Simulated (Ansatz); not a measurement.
Input:

SnBi:
```yaml
crystal:
  lattice:
    - [-3.03853, 3.03853, 1.62223]
    - [3.03853, -3.03853, 1.62223]
    - [3.03853, 3.03853, -1.62223]
  atoms:
    - { symbol: Sn, position: [0.00000, 0.00000, 0.00000] }
    - { symbol: Bi, position: [0.75000, 0.25000, 0.50000] }
```

This is the PBEsol-relaxed structure.

Q: All from DFT-PBEsol in the program Ansatz with PAW potentials, unless another level is named. Give the highest zone-centre frequency.

A: 93 cm⁻¹.

Q: Predict the bulk modulus (Birch–Murnaghan fit).

A: 538 kbar.

Space group I-4m2. The workflow started from a Materials Project entry (that database holds measured and hypothetical structures alike); the Crystallography Open Database copy checked does not list it. With Sn and Bi taken as one species the cell has the higher symmetry I4_1/amd, so it may be an ordered model of a mixed-site phase. Whether it is the stable phase at ambient conditions was not checked. The cell was relaxed with PBEsol under the symmetry of its start; whether a distortion lowers the energy is not shown. As this level gives no gap, phonon frequencies hold no LO–TO term and depend on the k-mesh and smearing (Fermi–Dirac, 0.1 eV here). Spin–orbit coupling is left out wherever it is not named.

Potentials: the later of the program's two PAW sets.
